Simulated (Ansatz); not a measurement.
Below is a relaxed structure of Zn3Cd2Se5. The cell was found from a structure generator's guess, not taken from experiment.

The calculation used Ansatz, DFT PBE, scalar-relativistic, plane waves, PAW. Cutoff 420 eV, Γ-centred mesh, Gaussian smearing, no spin polarisation.

```cif
data_structure
_symmetry_space_group_name_H-M 'P 1'
_symmetry_Int_Tables_number 1
_cell_length_a 15.2076
_cell_length_b 15.2076
_cell_length_c 15.2076
_cell_angle_alpha 164.262
_cell_angle_beta 164.262
_cell_angle_gamma 22.329
_cell_volume 258.72
loop_
_atom_site_label
_atom_site_type_symbol
_atom_site_fract_x
_atom_site_fract_y
_atom_site_fract_z
_atom_site_occupancy
Zn1 Zn 0.90695 0.90695 0.00000 1
Zn2 Zn 0.50000 0.50000 0.00000 1
Zn3 Zn 0.09305 0.09305 0.00000 1
Cd1 Cd 0.69479 0.69479 0.00000 1
Cd2 Cd 0.30521 0.30521 0.00000 1
Se1 Se 0.45352 0.95352 0.50000 1
Se2 Se 0.04648 0.54648 0.50000 1
Se3 Se 0.63923 0.13923 0.50000 1
Se4 Se 0.25000 0.75000 0.50000 1
Se5 Se 0.86077 0.36077 0.50000 1
```

The zero of energy is the elements' standard structures at the same level; no fitted shifts are applied.

Q: Find its symmetry and describe it.

A: I-4m2 (No. 119), with Zn and Cd ordered on zinc blende sites. Conventional cell: a = 4.164 Å, c = 29.840 Å. Zn on a site of symmetry 2mm has 4 Se at 2.50 Å; Zn on a site of symmetry -4m2 has 4 Se at 2.50 Å; around Cd lie 4 Se at 2.66 Å; around Se on a site of symmetry 2mm lie 4 Zn at 2.50 Å; 2 more sites not described.

Q: What is its formation energy per atom?

A: −0.668 eV/atom. Whether it is stable depends on the other phases of the system, which aren't compared here.

Q: Is it a metal?

A: No, the gap on the 10×10×10 mesh is 0.77 eV.

The last run used a 10×10×10 mesh for its 10-atom cell and Gaussian smearing of 0.02 eV. Kohn–Sham gaps at this level usually fall short of measured ones. The reference form of Se is held partly by dispersion forces, which this level lacks. A later test with randomly moved atoms came back to the same energy, though modes that don't fit the test's cell weren't probed.
